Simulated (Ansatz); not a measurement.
CrB4:
```cif
data_B8Cr2
_chemical_formula_sum 'Cr2 B8'
_space_group_name_H-M_alt 'Pnnm'
_space_group_IT_number 58
_space_group_name_Hall '-P 2 2n'
_cell_length_a 4.70415
_cell_length_b 5.44493
_cell_length_c 2.84670
_cell_angle_alpha 90.000
_cell_angle_beta 90.000
_cell_angle_gamma 90.000
loop_
_atom_site_label
_atom_site_type_symbol
_atom_site_symmetry_multiplicity
_atom_site_Wyckoff_symbol
_atom_site_fract_x
_atom_site_fract_y
_atom_site_fract_z
_atom_site_occupancy
Cr1 Cr 2 a 0.00000 0.00000 0.00000 1
B1 B 4 g 0.16321 0.63160 0.00000 1
B2 B 4 g 0.22573 0.31959 0.00000 1
```

Relaxed with r²SCAN.

Question: Which orbitals make up the states near the Fermi level in r²SCAN in the plane-wave PAW code Ansatz?

Answer: Within 0.5 eV of the Fermi level: Cr 3d 71 %, B 2p 27 %. Projections are on Löwdin-orthogonalised atomic valence shells; empty p or d shells of many metals are not among them.

Question: Tabulate the density of states.

Answer: States/eV per cell of 10 atoms, in 0.25 eV bins, energy from the Fermi level.

```
E (eV)  total  B 2p  Cr 3d  B 2s
------  -----  ----  -----  ----
-7.85    1.75  1.08   0.28  0.35
-7.60    1.62  1.04   0.24  0.30
-7.35    1.89  1.25   0.29  0.31
-7.10    2.12  1.41   0.32  0.34
-6.85    2.61  1.74   0.42  0.40
-6.60    2.30  1.54   0.39  0.32
-6.35    2.43  1.61   0.46  0.31
-6.10    2.86  1.94   0.53  0.33
-5.85    3.00  2.08   0.56  0.30
-5.60    2.76  1.97   0.49  0.24
-5.35    2.98  2.11   0.60  0.22
-5.10    3.83  2.67   0.87  0.22
-4.85    4.13  2.88   0.98  0.21
-4.60    4.07  2.83   0.97  0.20
-4.35    5.47  3.86   1.31  0.20
-4.10    6.32  4.63   1.38  0.20
-3.85    4.34  3.10   1.03  0.15
-3.60    3.53  2.38   0.98  0.12
-3.35    3.70  2.31   1.23  0.11
-3.10    4.43  2.64   1.63  0.11
-2.85    4.83  2.68   1.99  0.10
-2.60    3.43  1.67   1.65  0.07
-2.35    2.71  1.18   1.47  0.04
-2.10    2.37  0.92   1.41  0.03
-1.85    2.60  0.81   1.74  0.03
-1.60    2.76  0.72   1.95  0.06
-1.35    3.95  0.88   2.93  0.08
-1.10    3.83  0.82   2.92  0.05
-0.85    3.38  0.70   2.60  0.04
-0.60    2.72  0.56   2.11  0.03
-0.35    2.05  0.39   1.62  0.02
-0.10    0.70  0.15   0.54  0.01
0.15     0.72  0.27   0.43  0.01
0.40     1.26  0.51   0.72  0.02
0.65     1.75  0.59   1.11  0.04
0.90     2.50  0.86   1.55  0.06
1.15     3.20  1.11   1.96  0.09
1.40     3.89  1.25   2.48  0.11
1.65     3.69  1.11   2.43  0.11
1.90     3.71  1.31   2.20  0.15
2.15     4.95  1.87   2.79  0.23
2.40     3.71  1.40   2.07  0.21
2.65     2.30  0.98   1.15  0.14
2.90     2.42  1.01   1.21  0.16
3.15     4.12  1.64   2.12  0.30
3.40     4.95  2.09   2.36  0.43
3.65     3.97  1.74   1.79  0.37
3.90     3.65  1.58   1.51  0.47
4.15     3.88  1.80   1.46  0.51
4.40     4.36  2.11   1.56  0.55
4.65     3.75  1.91   1.31  0.43
```

The first step of the workflow began from a Materials Project structure, measured or hypothetical; the Crystallography Open Database copy checked does not list it. COD files the formula under space group No. 71. Whether it is the stable phase at ambient conditions was not checked. The cell was relaxed with r²SCAN under the symmetry of its start; whether a distortion lowers the energy is not shown. No spin polarisation was allowed.

Potentials: the later of the program's two PAW sets.
